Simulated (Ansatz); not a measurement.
GaNi₃N (anti-perovskite, Pm-3m) at seven volumes, DFT-PBEsol in the program Ansatz with PAW potentials, scaled uniformly. One row is withheld.

| V (Å³/atom) | P (GPa) |
|---|---|
| 9.447 | ? |
| 9.759 | 15.76 |
| 10.070 | 7.20 |
| 10.382 | -0.02 |
| 10.693 | -6.11 |
| 11.005 | -11.24 |
| 11.316 | -15.55 |

Task: Fit the shown pressures and predict the withheld one.

Result: Third-order Birch–Murnaghan: P = (3/2)B₀(x^(7/2) − x^(5/2))[1 + (3/4)(B′ − 4)(x − 1)] with x = (V₀/V)^(2/3). Least squares on the six rows gives V₀ = 10.381 Å³/atom, B₀ = 220.7 GPa, B′ = 4.70. At V = 9.447, x = 1.0649 and P = 25.99 GPa. The run itself gave 25.93 GPa.

The cell is a constructed one: a structure type filled with these elements; neither database checked (COD, Materials Project) lists it. Whether it is the stable phase at ambient conditions was not checked. The PBEsol relaxation kept the symmetry of its start; phonons show weakly imaginary modes. The workflow began spin-polarised and lost its moments.

Potentials: the earlier of the program's two PAW sets. The files were generated under PBE; for other functionals the program regenerates the frozen cores, and for LDA and PBEsol the local potential too.
